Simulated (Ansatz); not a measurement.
CuNi3N:
```
CELL_PARAMETERS angstrom
      3.70091     0.00000     0.00000
      0.00000     3.70091     0.00000
      0.00000     0.00000     3.70091
ATOMIC_POSITIONS crystal
  Cu 0.00000 0.00000 0.00000
  Ni 0.00000 0.50000 0.50000
  Ni 0.50000 0.00000 0.50000
  Ni 0.50000 0.50000 0.00000
  N  0.50000 0.50000 0.50000
```
The run is spin-polarised; directions of the spins, atom by atom: 0 ↑ ↑ ↑ 0.

Relaxed with r²SCAN.

Which orbitals make up the states near the Fermi level in r²SCAN in the plane-wave PAW code Ansatz?

Within 0.5 eV of the Fermi level: Ni 3d 78 %, N 2p 10 %. Projections are on Löwdin-orthogonalised atomic valence shells; empty p or d shells of many metals are not among them.

Tabulate the density of states.

States/eV per cell of 5 atoms, in 0.25 eV bins, energy from the Fermi level.

| E (eV) | total | Ni 3d | Cu 3d | N 2p |
|---|---|---|---|---|
| -7.85 | 2.03 | 0.46 | 0.02 | 1.12 |
| -7.60 | 1.86 | 0.41 | 0.02 | 1.02 |
| -7.35 | 2.03 | 0.45 | 0.02 | 1.01 |
| -7.10 | 1.53 | 0.40 | 0.02 | 0.90 |
| -6.85 | 1.72 | 0.46 | 0.02 | 1.07 |
| -6.60 | 2.12 | 0.57 | 0.03 | 1.35 |
| -6.35 | 2.22 | 0.56 | 0.04 | 1.46 |
| -6.10 | 1.39 | 0.31 | 0.03 | 0.95 |
| -5.85 | 0.97 | 0.24 | 0.02 | 0.57 |
| -5.60 | 1.35 | 0.44 | 0.03 | 0.54 |
| -5.35 | 0.96 | 0.41 | 0.02 | 0.13 |
| -5.10 | 1.15 | 0.52 | 0.04 | 0.06 |
| -4.85 | 1.39 | 0.61 | 0.06 | 0.04 |
| -4.60 | 1.29 | 0.55 | 0.05 | 0.02 |
| -4.35 | 1.72 | 0.88 | 0.06 | 0.01 |
| -4.10 | 1.58 | 0.93 | 0.33 | 0.01 |
| -3.85 | 3.87 | 2.31 | 0.99 | 0.03 |
| -3.60 | 6.62 | 4.02 | 1.83 | 0.07 |
| -3.35 | 10.19 | 6.01 | 3.24 | 0.14 |
| -3.10 | 9.19 | 5.70 | 2.84 | 0.11 |
| -2.85 | 9.10 | 4.93 | 3.62 | 0.07 |
| -2.60 | 8.33 | 4.37 | 3.50 | 0.02 |
| -2.35 | 8.50 | 4.84 | 3.30 | 0.02 |
| -2.10 | 10.33 | 5.80 | 4.11 | 0.03 |
| -1.85 | 9.39 | 6.13 | 2.84 | 0.03 |
| -1.60 | 11.55 | 7.96 | 3.16 | 0.08 |
| -1.35 | 12.16 | 8.69 | 3.07 | 0.11 |
| -1.10 | 10.96 | 8.49 | 2.15 | 0.10 |
| -0.85 | 11.35 | 9.21 | 1.76 | 0.21 |
| -0.60 | 11.15 | 8.98 | 1.67 | 0.28 |
| -0.35 | 6.42 | 5.37 | 0.27 | 0.35 |
| -0.10 | 3.45 | 2.66 | 0.09 | 0.45 |
| 0.15 | 3.59 | 2.70 | 0.06 | 0.46 |
| 0.40 | 1.86 | 1.24 | 0.06 | 0.34 |
| 0.65 | 1.34 | 0.79 | 0.06 | 0.25 |
| 0.90 | 1.00 | 0.55 | 0.05 | 0.16 |
| 1.15 | 0.63 | 0.32 | 0.03 | 0.09 |
| 1.40 | 0.60 | 0.27 | 0.02 | 0.08 |
| 1.65 | 0.70 | 0.29 | 0.02 | 0.09 |
| 1.90 | 0.71 | 0.27 | 0.02 | 0.09 |
| 2.15 | 0.93 | 0.35 | 0.02 | 0.13 |
| 2.40 | 1.62 | 0.64 | 0.02 | 0.24 |
| 2.65 | 2.53 | 1.00 | 0.02 | 0.42 |
| 2.90 | 1.78 | 0.66 | 0.01 | 0.32 |
| 3.15 | 1.47 | 0.43 | 0.01 | 0.27 |
| 3.40 | 1.85 | 0.49 | 0.01 | 0.29 |
| 3.65 | 2.32 | 0.56 | 0.01 | 0.34 |
| 3.90 | 1.85 | 0.42 | 0.01 | 0.30 |
| 4.15 | 1.36 | 0.27 | 0.01 | 0.23 |
| 4.40 | 1.49 | 0.26 | 0.01 | 0.25 |
| 4.65 | 1.55 | 0.25 | 0.01 | 0.26 |

Space group Pm-3m (anti-perovskite). The first step of the workflow began from a Materials Project structure, measured or hypothetical; the Crystallography Open Database copy checked does not list it. Its standing as an ambient phase is unchecked. The r²SCAN relaxation kept the symmetry of its start; its stability against distortions is not shown here. Spin order of the final state: ferromagnetic, the only order run, not a proven ground state. Other orbital occupations within this spin state were not tried. No Hubbard U is applied.

Potentials: the later of the program's two PAW sets.
